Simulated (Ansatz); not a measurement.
Q: Tc (hcp (Mg type), space group No. 194) is relaxed with PBEsol (plane waves, PAW; program Ansatz). What lattice parameters of the conventional cell result?

A: a = 2.724 Å, c = 4.358 Å.

Space group P6_3/mmc (hcp (Mg type)). The PBEsol relaxation kept the symmetry of its start. No spin polarisation was allowed. Axis ratios of metals converge slowly with the k-mesh, so a and c are less sure than the volume.

Potentials: the later of the program's two PAW sets.
